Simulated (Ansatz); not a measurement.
Input and output of a relaxation of cell and atoms on LaGa₃N₄ as one 8-atom ordering (P3m1) on the wurtzite lattice (the plane-wave code Ansatz, r2SCAN). The starting cell comes from a relaxation with PBE.

Input file:
```yaml
crystal:
  lattice:
    - [3.370979111, 0.0, 0.0]
    - [-1.6854895555, 2.9193535458, 0.0]
    - [0.0, 0.0, 11.311661153]
  atoms:
    - { symbol: Ga, position: [0.3333333333, 0.6666666667, 0.0251239274] }
    - { symbol: Ga, position: [0.3333333333, 0.6666666667, 0.4768636563] }
    - { symbol: Ga, position: [0.6666666667, 0.3333333333, 0.2507081951] }
    - { symbol: La, position: [0.6666666667, 0.3333333333, 0.7499767316] }
    - { symbol: "N", position: [0.3333333333, 0.6666666667, 0.2005020689] }
    - { symbol: "N", position: [0.3333333333, 0.6666666667, 0.6496214953] }
    - { symbol: "N", position: [0.6666666667, 0.3333333333, 0.4265098757] }
    - { symbol: "N", position: [0.6666666667, 0.3333333333, 0.9706940497] }
kpoints:
  mp_grid: { grid: [12, 12, 2] }
hamiltonian:
  xc: r2scan
scf:
  occupations: { method: fermi_dirac, width: 0.02 }
relax:
  f_tol: 0.005
  cell: {}
```

Run as `ansatz run input.yaml --threads 4 --pin off --max-ram 6451MiB --backend cpu --events-out ev --progress --plain --runs-dir out`. It took 56 s on 4 threads of Arm Neoverse V2, with other jobs on the host, load about 0.5 per core; peak host memory 0.72 GiB.

Main lines of the log:
```
Pseudopotential: Ga, paw, valence charge 13, recommended cutoff 500 eV (meta_gga)
Pseudopotential: La, paw, valence charge 11, recommended cutoff 500 eV (meta_gga)
Pseudopotential: N, paw, valence charge 5, recommended cutoff 500 eV (meta_gga)
Functional definition: r2SCAN
Crystal: 8 atoms, lattice volume = 111.319 Å³
Basis set: ecut = 500 eV, 2837 PW (Γ)
Bands: 43, of which v1, the nominal top of the filled ones, is band 35 counted from 1 (34 counted from 0)
Symmetry: 6 space group operations
Space group: P3m1 (ITA 156)
k-points: 38 of 288 (time reversal used)
SCF 1 converged in 9 iterations: F = -19179.618881 eV  dr2 = 6.99e-8
relax step 1: F+E_penalty+E_count = -19179.61888074 eV  max|allowed force component| = 2.037e-1 eV/Å  Δτ_max = 0.0000 Å  P = -4.085 GPa  Ω = 111.319 Å³
SCF 2 converged in 7 iterations: F = -19179.661288 eV  dr2 = 2.73e-7
relax step 2: F+E_penalty+E_count = -19179.66128821 eV  max|allowed force component| = 2.716e-1 eV/Å  Δτ_max = 0.0073 Å  P = -0.994 GPa  Ω = 108.912 Å³
SCF 3 converged in 7 iterations: F = -19179.667512 eV  dr2 = 6.21e-8
relax step 3: F+E_penalty+E_count = -19179.66751220 eV  max|allowed force component| = 9.215e-2 eV/Å  Δτ_max = 0.0224 Å  P = +0.009 GPa  Ω = 107.991 Å³
SCF 4 converged in 6 iterations: F = -19179.668020 eV  dr2 = 1.47e-7
relax step 4: F+E_penalty+E_count = -19179.66801961 eV  max|allowed force component| = 2.911e-2 eV/Å  Δτ_max = 0.0073 Å  P = +0.057 GPa  Ω = 107.982 Å³
SCF 5 converged in 6 iterations: F = -19179.668058 eV  dr2 = 8.01e-9
relax step 5: F+E_penalty+E_count = -19179.66805793 eV  max|allowed force component| = 8.165e-3 eV/Å  Δτ_max = 0.0024 Å  P = -0.012 GPa  Ω = 108.045 Å³
SCF 6 converged in 5 iterations: F = -19179.668069 eV  dr2 = 2.08e-9
relax step 6: F+E_penalty+E_count = -19179.66806883 eV  max|allowed force component| = 3.447e-4 eV/Å  Δτ_max = 0.0005 Å  P = -0.001 GPa  Ω = 108.033 Å³
SCF 7 converged in 6 iterations: F = -19179.666572 eV  dr2 = 6.15e-11
relax step 7: F+E_penalty+E_count = -19179.66657211 eV  max|allowed force component| = 3.232e-4 eV/Å  Δτ_max = 0.0000 Å  P = -0.006 GPa  Ω = 108.033 Å³  (SCF on a basis re-selected at this cell)
SCF converged after 6 iterations
Free energy (F): -19179.666572 eV
Fermi energy:    10.674387 eV
--- Stress (GPa, compression-positive) ---
       -0.006375       0.000000       0.000000
        0.000000      -0.006375       0.000000
        0.000000       0.000000      -0.003980
  P = ⅓ Tr σ = -0.0056 GPa (-0.056 kbar)
--- Relaxed structure (6 steps of the walk, 6 accepted, 1 SCFs on fresh bases) ---
  F+E_penalty+E_count = -19179.66657211 eV   max|allowed force component| = 3.232e-4 eV/Å
  cell:  # Å, volume = 108.0335 Å³
    - [3.333062, 0.000000, 0.000000]
    - [-1.666531, 2.886517, 0.000000]
    - [0.000000, 0.000000, 11.228992]
  atoms:
    - { symbol: Ga, position: [0.333333, 0.666667, 0.026246] }
    - { symbol: Ga, position: [0.333333, 0.666667, 0.475732] }
    - { symbol: Ga, position: [0.666667, 0.333333, 0.250761] }
    - { symbol: La, position: [0.666667, 0.333333, 0.750093] }
    - { symbol: N, position: [0.333333, 0.666667, 0.200933] }
    - { symbol: N, position: [0.333333, 0.666667, 0.647802] }
    - { symbol: N, position: [0.666667, 0.333333, 0.425871] }
    - { symbol: N, position: [0.666667, 0.333333, 0.972562] }
```

The walk took 6 steps, besides SCFs solved again on a fresh basis, and changed the volume by -3.0 %. The last SCF, on a fresh basis, lies 6.0 meV an atom below the first. Final cell: the symmetry is P3m1 (No. 156, trigonal); conventional cell a = 3.333 Å, c = 11.229 Å, 13.50 Å³ an atom. Ga has 4 N at 1.96–2.02 Å; Ga has 4 N at 1.93–2.00 Å; Ga has 4 N at 1.97–2.00 Å; La has 4 N at 2.24–2.50 Å; N has 4 Ga at 1.96–2.00 Å; N has 1 Ga at 1.93 Å and 3 La at 2.24 Å; N has 4 Ga at 1.97–2.00 Å; N has 3 Ga at 2.02 Å and 1 La at 2.50 Å.

The structure was generated, not taken from experiment, and needn't be the ground state; spin polarisation is off.
